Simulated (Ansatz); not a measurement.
A comparison from first-principles data. A quarter-wave layer cancels reflection when its index is the square root of the substrate's.

The yardstick is Si. The reference is the substrate, in air, at normal incidence and 1310 nm. Its own row shows the bare surface.

Levels of theory (Ansatz, a plane-wave PAW program): ε∞: r²SCAN, linear response, mean over directions (which differ by under 30 %); gap: HSE06, on its own or a semilocal cell. The HSE06 gaps are on its own cell throughout.

Started from generated or typed cells, with no claim that the phase is known: 4H-ZnO. Runs started from generated or typed cells of the structure named: Si; CdS. Spin–orbit coupling is left out unless named; it moves the gap of CdS by under 0.05 eV.

Model: n = √ε∞; thickness = λ/4n; R = ((n_s − n²)/(n_s + n²))², n_s the substrate's index.

| crystal | ε∞ | E_g (eV) | n | quarter wave (nm) | reflectance (%) |
|---|---|---|---|---|---|
| 4H-ZnS | 5.41 | 3.32 | 2.326 | 141 | 5.1 |
| Si (diamond type), reference | 11.7 | 1.14 | 3.421 | 96 | 30 |
| CdS (wurtzite) | 5.40 | 2.18 | ? | ? | ? |
| 4H-ZnO | 4.44 | 2.44 | ? | ? | ? |

Question: What belongs in the gaps?

Answer: 
- CdS: n = √5.40 = 2.324; quarter wave: 1310/(4 × 2.324) = 141 nm; R = 100 × ((3.421 − 2.324²)/(3.421 + 2.324²))² = 5.0 %.
- 4H-ZnO: n = √4.44 = 2.107; quarter wave: 1310/(4 × 2.107) = 155 nm; R = 100 × ((3.421 − 2.107²)/(3.421 + 2.107²))² = 1.7 %.

Ranking by reflectance, lowest first: 4H-ZnO (1.7 ± 0.64), CdS (5.0 ± 1.1) ≈ 4H-ZnS (5.1 ± 1.1). The ± follows from allowances picked for this note (ε∞ 5 %, 0.075 % on the figure itself), carried to first order and added in quadrature, each row's own inputs moving alone; ≈ joins neighbours closer than their two ± added in quadrature.

The ideal index is √3.421 = 1.85.

ε∞ is the long-wavelength electronic value; dispersion raises indices towards the gap. Anisotropic crystals enter by their mean, and deposited films are often less dense. Where several phases of a formula are at hand, those over 0.1 eV/atom above the lowest were not drawn (by r²SCAN where it compared them, else by the largest value; a layered or molecular lowest phase counts only with a dispersion term); other phases could lie lower still. Crystals of Pb, Bi, Tl or Hg, those whose gap spin–orbit coupling moves by over 0.3 eV, and those of Te, I or Sb with no such test at hand were not drawn. Rows are a sample, mostly of low-index crystals, kept where two or more cut the reflection markedly; agreement with measurement did not enter. Limits of the draw: gap over 0.6 eV, ε∞ under 5.5 but for familiar substrates; for ε, a gap over 0.5 eV at its level, values under 300, no layered crystals; no unfamiliar magnets, and cubic perovskites only if shown or known to be stable. As a rule kept out of such tables: 4f compounds, open-shell compounds run without a Hubbard term, cells found unstable in the tests at hand, cells close to a higher symmetry, and runs set to a pressure or over 12 % in volume from the crystal's fullest run.
